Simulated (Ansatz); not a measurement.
LuSi$_{2}$:
```
CELL_PARAMETERS angstrom
      4.04777     0.00000     0.00000
     -2.02389     3.50547     0.00000
      0.00000     0.00000     3.78781
ATOMIC_POSITIONS crystal
  Lu 0.00000 0.00000 0.00000
  Si 0.33333 0.66667 0.50000
  Si 0.66667 0.33333 0.50000
```

Relaxed with r²SCAN. Special points in fractions of this cell's reciprocal vectors: Γ (0.000, 0.000, 0.000); M (0.500, 0.000, 0.000); K (0.333, 0.333, 0.000); A (0.000, 0.000, 0.500); L (0.500, 0.000, 0.500); H (0.333, 0.333, 0.500).

Question: List the band energies nearest the Fermi level at these points for DFT-r²SCAN with spin–orbit coupling in the program Ansatz with PAW potentials.

Answer: In eV from the Fermi level; about four levels below and three above (degenerate sets whole), none deeper than 8.9 eV; points with the same levels are listed once.

```csv
k,below,above
Γ,-1.41 -1.41 -1.15 -1.15,0.73 0.73 0.99 0.99
M,-3.10 -3.10 -2.33 -2.33,1.24 1.24 2.03 2.03
K,-1.39 -1.39 -1.35 -1.35,1.04 1.04 1.17 1.17
A,-1.43 -1.43 -1.37 -1.37,0.27 0.27 0.61 0.61
L,-4.02 -4.02 -0.42 -0.42,3.12 3.12 3.90 3.90
H,-3.79 -3.79 -3.59 -3.59,0.50 0.50 2.88 2.88
```

Space group P6/mmm. The workflow started from an entry of the Crystallography Open Database (COD). Its standing as an ambient phase is unchecked. Symmetry was held in the r²SCAN relaxation; its stability against distortions is not shown here.

Potentials: the later of the program's two PAW sets.
